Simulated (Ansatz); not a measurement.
# Notes on Ti2Sb3Pd

```
CELL_PARAMETERS angstrom
3.89701 0.00000 0.00000
0.00000 3.89701 0.00000
0.00000 0.00000 8.58547
ATOMIC_POSITIONS crystal
Sb 0.00000 0.50000 0.38350
Sb 0.50000 0.00000 0.61650
Ti 0.00000 0.50000 0.73150
Ti 0.50000 0.00000 0.26850
Sb 0.50000 0.50000 0.00000
Pd 0.00000 0.00000 0.00000
```

Method: r2SCAN, no spin polarisation; PAW, plane waves to 500 eV, 9×9×4 Γ-centred mesh, fermi-dirac occupations (width 0.1 eV) (Ansatz 0.2.0), atoms fixed.

**Forces.** The largest is on Sb2 (and as large on other atoms): 0.30 eV/Å, components (0.00, 0.00, 0.30). It makes 70° with the line to a nearest neighbour, Ti3 at 2.93 Å.
**Electronic structure.** It is a metal, with about 3.8 states/eV a cell as the mean within 0.25 eV of the Fermi level, mostly Ti d (61 %) and Sb p (22 %).
**Formation energy.** -0.41 eV an atom against the elements' usual phases (free molecules for gases, crystals otherwise, with no correction for O₂ or N₂), so it is bound against them; other compounds may still compete. Relaxing would lower it.
**Contacts.** Sb–Pd at 2.76 Å: least valence density 0.35 e/Å³ and ELF 0.38 there. Sb–Ti at 2.93 Å: least valence density 0.24 e/Å³ and ELF 0.40 there. Ti–Pd at 3.02 Å: least valence density 0.16 e/Å³ and ELF 0.12 there. These are pseudo-fields; inside the PAW spheres they differ from the all-electron ones.
**Stress.** The pressure is -6.0 GPa (compression positive), so with the atoms held at these fractions the cell would first shrink.
**Charges.** Bader charges in e: Ti +1.33, Sb -0.84 to -0.36, Pd -0.62. In the mean Ti gives up most and Sb takes most.

Origin: a known structure type with other elements, at an estimated volume, so it need not be a known compound.
